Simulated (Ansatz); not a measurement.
BN:
```
BN
1.0
    2.59694     0.00000     0.00000
   -1.29847     2.24902     0.00000
    0.00000     0.00000     5.82378
B N
3 3
Cartesian
  1.29847   0.00000   2.91189
 -0.64924   1.12451   0.97063
  0.64924   1.12451   4.85315
  1.29847   0.00000   0.00000
 -0.64924   1.12451   3.88252
  0.64924   1.12451   1.94126
```

Relaxed with r²SCAN+D4.

### Question
Give the Bader charges and basin volumes of the independent atoms, r²SCAN+D4 in the plane-wave PAW code Ansatz.

### Answer


```tsv
atom	Bader charge (e)	Bader volume (Å³)
B1	+2.19	1.7
N4	-2.19	9.6
```

Space group P6_222. The start of the workflow was typed in or built on a structure type; neither database checked (COD, Materials Project) lists it. It is not the phase usual at ambient conditions (space group No. 186, 194, 216). The r²SCAN+D4 relaxation kept the symmetry of its start; its stability against distortions is not shown here.

Potentials: the later of the program's two PAW sets.
